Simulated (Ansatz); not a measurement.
Input file for Ansatz (a program for electronic structure):

Ansatz 0.2 input:
```yaml
crystal:
  lattice:
    - [3.2855270381, 4.1134059593, 0.0]
    - [-3.2855270381, 4.1134059593, 0.0]
    - [-1.1848782449, 0.0, 5.1404883115]
  atoms:
    - { symbol: Zr, position: [0.9082043057, 0.0917956943, 0.0096658292] }
    - { symbol: Zr, position: [0.4105701894, 0.5894298106, 0.9789048019] }
    - { symbol: Zr, position: [0.8238406926, 0.7332949897, 0.5897928731] }
    - { symbol: Zr, position: [0.2667050103, 0.1761593074, 0.5897928731] }
    - { symbol: Cu, position: [0.7163045824, 0.2836954176, 0.4516907605] }
    - { symbol: Cu, position: [0.3031596103, 0.6968403897, 0.436856666] }
    - { symbol: Cu, position: [0.4469207016, 0.0522250924, 0.1494080983] }
    - { symbol: Cu, position: [0.9477749076, 0.5530792984, 0.1494080983] }
kpoints:
  mp_grid: { grid: [8, 8, 8] }
hamiltonian:
  xc: r2scan
  pseudopotentials: { azcp: { folder: ./paw }, kind: paw }
scf:
  occupations: { method: gaussian, width: 0.1 }
checkpoint: { read: metal.run }
output: { write_density: true, elf: true, volumetric_format: npy }
basis: { fft_grid_basis: typed }
```

Output (shortened):

```
Pseudopotential: Zr, paw, valence charge 12
Pseudopotential: Cu, paw, valence charge 19
Functional definition: r2SCAN
Crystal: 8 atoms, lattice volume = 138.944 Å³
Basis set: ecut = 500 eV, 3539 PW (Γ), exchange–correlation on 160×160×160 points (64 copies of the dense FFT grid, shifted against one another)
Bands: 75, of which v1, the nominal top of the filled ones, is band 62 counted from 1 (61 counted from 0)
Symmetry: 2 space group operations
Space group: Cm (ITA 8), of the structure as read, at distance tolerance 5.2e-5 Å
k-points: 150 of 512 (time reversal used)
Stability of the state it starts from, as read at its close in the unpolarized treatment …
iter 1 solved again at ethr=8.82e-8 eV; its pass at ethr=3.10e-3 eV (dr2=1.09e-4 eV) is discarded
SCF iter   1: F=—  HF=-43306.422377 eV  |F-HF|=—  |Δ(HF+E_count)|=         —  Δρ=1.23e-6  dr2=7.23e-10  dr2_τ=1.07e-10  ethr=8.82e-8  ⟨swp⟩=3.0  Hψ=64606  notcnv=0
preconditioner: auto → Kerker (q_TF=auto, 2.677 Å⁻¹)
SCF iter   2: F=—  HF=-43306.422395 eV  |F-HF|=—  |Δ(HF+E_count)|=   1.80e-5  Δρ=9.30e-7  dr2=5.66e-10  dr2_τ=1.51e-10  ethr=1.00e-12  ⟨swp⟩=6.3  Hψ=43848  notcnv=0
SCF iter   3: F=-43306.422395 eV  HF=-43306.422395 eV  |F-HF|=7.28e-12  |Δ(HF+E_count)|=  2.91e-11  Δρ=3.10e-7  dr2=4.88e-11  dr2_τ=1.94e-11  ethr=1.00e-12  ⟨swp⟩=1.0  Hψ=26956  notcnv=0
SCF 1 converged in 3 iterations: F = -43306.422395 eV  dr2 = 4.88e-11
SCF converged after 3 iterations
Free energy (F): -43306.422395 eV
Harris-Foulkes:  -43306.422395 eV  (|F-HF|=7.28e-12)
Internal energy: -43306.385531 eV  (E = F + TS)
E sigma→0 (E₀):  -43306.403963 eV
Entropy (-TS):   -0.036864 eV (-4.608 meV/atom)
Fermi energy:    14.904787 eV
--- Per-component energies (eV) ---
  E_band       = -2105.830000
  E_kinetic    = 2309.491249
  E_local      = -24391.647685  (includes V_loc(G=0)·N_el)
  E_nonlocal   = 3859.753606
  E_hartree    = 10362.511566
  E_xc         = -847.158498
  E_vxc        = -1177.539742  (∫ρ·V_xc dr)
  E_paw        = -19237.329177  (= ΣΔE_a)
  E_vpaw       = -3503.593248  (= ΣTr[D̂ρ^β])
  E_aug_tail   = 0.001603  (compensation charges beyond the density's cutoff)
  E_vtau       = 72.681315  (kinetic-family band-sum trace: ∫τ·v_τ [+ j·A + Jᵃ·Aᵃ] dr)
  E_ewald      = -15360.144800
  E_core_change = -1.863394  (= ΣΔE_core)
  E_smearing   = -0.036864  (= −TS)
  E_closure    =  0.000000  (closes the sum)
  Σ components = -43306.422395   (vs F -43306.422395, Δ=0.00e0)
  [band-id]    e_kinetic+e_local+e_nonlocal+2·e_hartree+e_vxc+e_vpaw+e_augmentation_tail+e_vtau = -2105.829771   (vs E_band -2105.830000, Δ=2.29e-4)
--- Band table (eV; the first three rows and the last of 150) ---
  k-point 0: bands = ["-102.2606", "-102.1853", "-102.1852", "-102.1418", "-58.0970", "-58.0727", "-58.0281", "-58.0222", "-58.0064", "-57.9883", "-57.9787", "-57.9609", "-57.9534", "-57.9525", "-57.9291", "-57.9147", "-35.7385", "-35.6658", "-35.6466", …
  k-point 1: bands = ["-102.2606", "-102.1853", "-102.1852", "-102.1418", "-58.0970", "-58.0727", "-58.0281", "-58.0222", "-58.0064", "-57.9883", "-57.9787", "-57.9609", "-57.9534", "-57.9525", "-57.9291", "-57.9147", "-35.7370", "-35.6668", "-35.6470", …
  k-point 2: bands = ["-102.2606", "-102.1853", "-102.1852", "-102.1418", "-58.0970", "-58.0727", "-58.0281", "-58.0222", "-58.0064", "-57.9883", "-57.9787", "-57.9609", "-57.9534", "-57.9525", "-57.9291", "-57.9147", "-35.7333", "-35.6696", "-35.6478", …
  k-point 149: bands = ["-102.2606", "-102.1852", "-102.1852", "-102.1418", "-58.0971", "-58.0727", "-58.0287", "-58.0217", "-58.0063", "-57.9882", "-57.9788", "-57.9607", "-57.9542", "-57.9519", "-57.9291", "-57.9147", "-35.7146", "-35.6750", "-35.6572", …
```

Cost: about 2.9 core-minutes (a rough figure) on shared cores.

The first step of the workflow began from a Materials Project structure, measured or hypothetical; the Crystallography Open Database copy checked does not list it. Whether it is the stable phase at ambient conditions was not checked. The r²SCAN relaxation kept the symmetry of its start; whether a distortion lowers the energy is not shown. The run is not spin-polarised. Spin–orbit coupling is left out wherever it is not named.

Potentials: the earlier of the program's two PAW sets. The files were generated under PBE; for other functionals the program regenerates the frozen cores, and for LDA and PBEsol the local potential too.

Ansatz is a plane-wave DFT program.
